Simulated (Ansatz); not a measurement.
InSb (zinc blende)

```
InSb
1.0
    0.00000     6.63461     6.63461
    3.31730     3.31730     6.63461
    3.31730     3.31730     0.00000
Sb In
2 2
Direct
  0.00000   0.75000   0.75000
  0.50000   0.75000   0.75000
  0.00000   0.00000   0.00000
  0.50000   0.00000   0.00000
```

The atoms are displaced by Q × the pattern below (from a DFPT mode at X = (0.5, 0.5, 0.0), largest move 1; Q in Å), at fixed cell. It is one choice among 2 degenerate patterns. (q is in reciprocal vectors of the primitive cell; the cell shown is doubled to hold the pattern.)

```json
[
 {"atom": "Sb1", "x": "0.000", "y": "1.000", "z": "0.000"},
 {"atom": "Sb2", "x": "0.000", "y": "-1.000", "z": "0.000"},
 {"atom": "In3", "x": "-0.884", "y": "0.000", "z": "0.000"},
 {"atom": "In4", "x": "0.884", "y": "0.000", "z": "0.000"}
]
```

The numbers are results of PBE (plane waves to 420 eV, PAW, scalar-relativistic; Ansatz, a program for electronic structure), not measurements. k mesh 12×12×12 (Γ-centred), Fermi-Dirac smearing 0.05 eV. Energies are smeared free energies. With partly filled bands, energies and forces of such displacements shift with the k mesh and the smearing. At this level the bands of InSb touch or barely overlap; measurements give the solid a gap. InSb was relaxed with its symmetry unable to fall. Spin-orbit coupling is left out, though Sb is heavy. ΔE is measured from the undisplaced structure. The last digit holds for this mesh only.

```
Q (Å)   ΔE (meV/cell)
------  -------------
-0.180          640.8
-0.150          443.0
-0.120       withheld
-0.090          158.4
-0.060           70.3
-0.030           17.5
0.000             0.0
0.030            17.5
0.060            70.3
0.090           158.4
0.120        withheld
0.150           443.0
0.180           640.8
```

**Question.** Fit an even polynomial form (powers 2, 4) to the given rows and predict ΔE at Q = 0.120.

**Answer.** Least squares on the 11 given rows: ΔE = (19490)·Q² + (9031)·Q⁴, in meV/cell with Q in Å; root-mean-square residual 0.09 meV/cell. At 0.120 the fit gives 282.5 meV/cell; the calculation gives 282.5 meV/cell, the same to the digits shown. The quadratic term alone would give 280.7 meV/cell.

(For displaced atoms, the force is minus the slope of the energy, and its curvature is a force constant, which sets phonon frequencies.)
